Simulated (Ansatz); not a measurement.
SiO2 in space group P3_221 (No. 154; Si on 3a, O on 6c), r²SCAN (plane waves, PAW; program Ansatz), all energies at zero smearing, with the estimated change up to a 700 eV cutoff added, with one set of potentials and settings (totals compare only within such a set). Cell of 9 atoms (3 Si, 6 O): -5340.318 eV.

```
element                            reference phase  E (eV/atom)
-------  -----------------------------------------  -----------
Si                      Fd-3m, 2 atoms in the cell    -639.0667
O        C2/m, 4 atoms in the cell, spin-polarised    -566.0281
```

Formation energy per atom, worked out: (-5340.318 − 3×(-639.0667) − 6×(-566.0281))/9 = -2.994 eV/atom (-289 kJ per mol of atoms), at 0 K, without zero-point energy or fitted corrections.

The r²SCAN relaxation kept the symmetry of its start. The references are the lowest solids computed at this level, not always the standard phases (solids in place of the gases).

Potentials: the later of the program's two PAW sets.
